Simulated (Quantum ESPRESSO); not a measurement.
## Band energies of SrAlGeH

```
SrAlGeH
1.0
    4.23228     0.00000     0.00000
   -2.11614     3.66526     0.00000
    0.00000     0.00000     4.82418
H Al Ge Sr
1 1 1 1
Direct
  0.00000   0.00000   0.09898
  0.00000   0.00000   0.46266
  0.66667   0.33333   0.56193
  0.33333   0.66667   0.00563
```

norm-conserving PBEsol (Quantum ESPRESSO, 78 Ry, with spin-orbit coupling); path ΓMKΓALHA,LM,KH; energies in eV from the valence-band maximum.

```
k (1/Å)  point  band 28  band 29  band 30  band 31  band 32  band 33  band 34  band 35
-------  -----  -------  -------  -------  -------  -------  -------  -------  -------
0.00         Γ    -0.75     1.21     1.21     3.01     3.01     3.08     3.08     4.41
0.21              -0.94     1.78     1.78     2.71     2.72     3.20     3.20     3.93
0.54              -1.03     1.00     1.00     2.43     2.44     3.17     3.20     3.33
0.75              -0.81     0.65     0.65     2.24     2.25     2.87     2.88     3.17
0.86         M    -0.77     0.58     0.58     2.26     2.26     2.85     2.85     3.14
1.10              -0.73     1.05     1.07     2.40     2.42     3.12     3.15     4.24
1.35         K    -0.77     0.98     0.99     2.79     2.81     3.79     3.80     5.10
1.46              -0.77     1.04     1.04     2.65     2.67     3.81     3.82     4.96
1.68              -0.86     1.57     1.57     2.28     2.28     3.05     3.06     4.38
2.01              -1.21     2.11     2.11     2.35     2.39     3.27     3.27     3.64
2.23              -0.83     1.51     1.52     2.78     2.80     3.09     3.11     4.29
2.34         Γ    -0.75     1.21     1.21     3.01     3.01     3.08     3.08     4.41
2.56              -0.65     1.39     1.39     2.49     2.49     2.52     2.53     3.96
2.88              -0.12     1.54     1.54     1.79     1.79     1.80     1.80     2.77
2.99         A     0.00     1.47     1.47     1.74     1.74     1.75     1.75     2.66
3.10              -0.09     1.60     1.61     1.92     1.92     2.10     2.11     2.73
3.42              -1.10     1.46     1.46     3.16     3.16     3.31     3.32     4.15
3.64              -1.55     1.33     1.33     3.57     3.57     4.10     4.11     4.86
3.85         L    -1.69     1.29     1.29     3.41     3.41     4.82     4.82     4.83
3.95              -1.64     1.52     1.53     3.29     3.30     4.73     4.73     4.90
4.25              -1.36     2.30     2.31     3.63     3.65     4.98     5.00     5.07
4.34         H    -1.32     2.19     2.20     3.93     3.94     5.04     5.11     5.16
4.44              -1.36     2.30     2.30     3.74     3.76     4.93     4.94     4.94
4.74              -1.34     2.50     2.53     3.38     3.41     3.76     3.76     3.87
4.94              -0.90     1.95     1.97     3.02     3.04     3.15     3.17     3.31
5.24              -0.06     1.59     1.60     1.91     1.92     2.03     2.04     2.71
5.33         A     0.00     1.47     1.47     1.74     1.74     1.75     1.75     2.66
5.33         L    -1.69     1.29     1.29     3.41     3.41     4.82     4.82     4.83
5.43              -1.64     1.17     1.18     3.57     3.57     4.54     4.55     4.66
5.61              -1.32     0.70     0.70     3.22     3.23     3.95     3.96     4.35
5.89              -0.80     0.57     0.57     2.18     2.20     3.15     3.16     3.20
5.99         M    -0.77     0.58     0.58     2.26     2.26     2.85     2.85     3.14
5.99         K    -0.77     0.98     0.99     2.79     2.81     3.79     3.80     5.10
6.31              -1.09     2.55     2.56     3.29     3.31     3.72     3.73     4.26
6.64         H    -1.32     2.19     2.20     3.93     3.94     5.04     5.11     5.16
```

The PBEsol gap is 0.48 eV; at least one edge lies off the plotted path, at a point of the SCF mesh. The smallest direct gap is 1.32 eV.

Geometry relaxed with PBEsol.

The structure is a Materials Project entry; no match was found in the copy of COD used, and its stability was not checked.
